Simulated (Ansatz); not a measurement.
TaAs (NbAs type, space group I4_1md)

```
TaAs
1.0
   -1.73153     1.73153     5.86650
    1.73153    -1.73153     5.86650
    1.73153     1.73153    -5.86650
Ta As
2 2
Direct
  0.99912   0.99912   0.00000
  0.74912   0.24912   0.50000
  0.41688   0.41688   0.00000
  0.16688   0.66688   0.50000
```

This relaxed cell (volume V₀) is scaled evenly in all directions, its shape held. The atoms relax within the cell's symmetry.

Level of theory: PBE (plane waves to 420 eV, PAW, scalar-relativistic; Ansatz, a program for electronic structure). k mesh 19×19×19 (Γ-centred), Fermi-Dirac smearing 0.05 eV. E stands for the smeared free energy. With the shape held, the modulus is that of even scaling; a crystal free to change shape is softer. At this level the bands of TaAs touch or barely overlap. Spin-orbit coupling is left out, though Ta is heavy. TaAs is run without spin polarisation. TaAs was relaxed with its symmetry unable to fall. ΔE is measured from the relaxed starting cell. The last digit holds for this mesh only.

```csv
V (Å³/atom),ΔE (meV/atom)
16.534,39.1
16.745,24.5
16.956,13.5
17.167,5.9
17.378,1.4
17.589,0.0
17.800,1.4
18.011,5.4
18.222,11.8
18.433,20.6
18.644,31.5
```

Problem. What is the fitted pressure derivative B₀′?

Solution. 4.4.

Problem. What bulk modulus at fixed cell shape B₀ follows from a third-order Birch-Murnaghan fit?

Solution. 177 GPa.

(A scan under strain: stresses follow from slopes of the energy per volume, elastic moduli from its curvatures.)
